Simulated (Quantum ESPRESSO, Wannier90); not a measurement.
# Wannierisation of TaN (P-6m2)

```
begin unit_cell_cart
ang
    2.9399401188    0.0000000000    0.0000000000
   -1.4699700594    2.5460628285    0.0000000000
    0.0000000000    0.0000000000    2.8901800000
end unit_cell_cart
begin atoms_frac
Ta   0.0000000000  0.0000000000  0.5000000000
N   -0.3333333333  0.3333333333  0.0000000000
end atoms_frac
```

Cell from Materials Project (mp-1459), symmetrised, no further relaxation. COD (Crystallography Open Database) has the formula in 5 space groups, this one among them (matched by group alone). Level: PBEsol, spinors with spin-orbit coupling; pw.x of Quantum ESPRESSO at 68 Ry with PseudoDojo potentials, 12×12×6 k-points, Wannier90. Density: 12×12×10 mesh, cold smearing 0.01 Ry.

Bands 9-10 form an isolated set from -17.83 to -14.95 eV relative to the Fermi level (on the path) and are turned into 2 Wannier functions by minimising the spread from the start: atomic waves N 2s.

### Question
Where do the functions sit, how wide are they and what are they made of?

### Answer
```tsv
functions	spread (Å²)	nearest atom, distance (Å)	second atom, distance (Å)	weight on atomic waves
2	1.09	N 0.00	Ta 2.23	N 2s 68 %, Ta 5d 18 %, Ta 6s 10 %
```

Ω_I = 2.17 Å², Ω_total = 2.18 Å²; the interpolated bands follow pw.x to 1.2 meV rms on the path. Only this start was tried; a symmetric start can stop on a saddle, and mixtures of these functions could lower the total by at most Ω_total − Ω_I.
